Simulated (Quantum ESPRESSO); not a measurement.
## NbHf3N3O (a curve over strain)

A calculation, not a measurement. The program is pw.x of Quantum ESPRESSO 7.5 (plane-wave density functional theory). The cell is made up: 8 atoms on a rocksalt lattice, with randomly drawn elements, strain and displacements, not relaxed. PseudoDojo standard norm-conserving files (v0.5 for PBE, v0.4.1 for LDA and PBEsol) set the functional; there is no spin polarisation, spin-orbit coupling or dispersion term, and the masses in the input are unused placeholders. A spin-polarised start on this cell or one of its family kept no moment.

The hafnium pseudopotential is less sure than the others, with forces about 3 percent (worst 6) and pressure in oxides about 1.5 GPa (worst 2.7) from a second method in checks, which no rerun with the same files tests.

Seven runs add a strain to one cell (along z); the atoms follow the cell and are not relaxed. Stress in the table is positive in tension.

Input of the run at -0.0030:

```
&control calculation='scf', pseudo_dir='./dojo.nc.sr.pbe.v0_5.standard.upf', outdir='./o', disk_io='low', tprnfor=.true., tstress=.true. /
&system ibrav=0, nat=8, ntyp=4, nbnd=45, ecutwfc=84.00895049, nosym=.true., tot_charge=0,
 occupations='smearing', smearing='fd', degauss=0.0073498644
/
&electrons conv_thr=7.350e-09, electron_maxstep=60, /
ATOMIC_SPECIES
Hf 1.0 Hf.upf
N 1.0 N.upf
Nb 1.0 Nb.upf
O 1.0 O.upf
CELL_PARAMETERS angstrom
4.6667 0.004 0.0271
0.004 4.5246 0.0578
0.0272 0.058 4.6024
ATOMIC_POSITIONS angstrom
Nb 0.0521 -0.0079 0.0138
Hf 0.0021 2.3345 2.2935
Hf 2.3532 0.0211 2.3187
Hf 2.3573 2.2625 0.0478
N 2.3563 -0.031 -0.0169
N 2.3558 2.3213 2.3531
O 4.6786 0.0307 2.3548
N 4.6613 2.312 0.0627
K_POINTS automatic
7 7 7 1 1 1
```

```
added strain  free energy less that of the input shown (eV)  stress xx (GPa)  stress yy (GPa)  stress zz (GPa)  stress xy (GPa)  pressure (GPa)  iterations
     -0.0214                                        -0.0660            15.49             4.11             0.93             0.14           -6.84          16
     -0.0174                                        -0.0610            15.85             4.48             3.22             0.14           -7.85          16
     -0.0109                                        -0.0414            16.39             5.08             6.68             0.15           -9.38          16
     -0.0066                                        -0.0212            16.74             5.46             8.81             0.15          -10.33          16
     -0.0030                                         0.0000            17.02             5.78            10.50             0.15          -11.10          16
     +0.0065                                         0.0723            17.72             6.62            14.47             0.16          -12.94          16
     +0.0154                                         0.1592            18.37             7.43            17.56             0.16          -14.45          16
```

A cubic fit gives a slope of stress zz against the added strain of 432 GPa at zero added strain, with the atoms clamped. Across the table the free energy follows the integral of the stress to within 0.5 meV. A rerun of one of the cells at 1467 eV and a 9 x 9 x 9 mesh moved values by no more than 0.017 eV in energy, 0.18 GPa in stress and 0.020 eV/Å in force.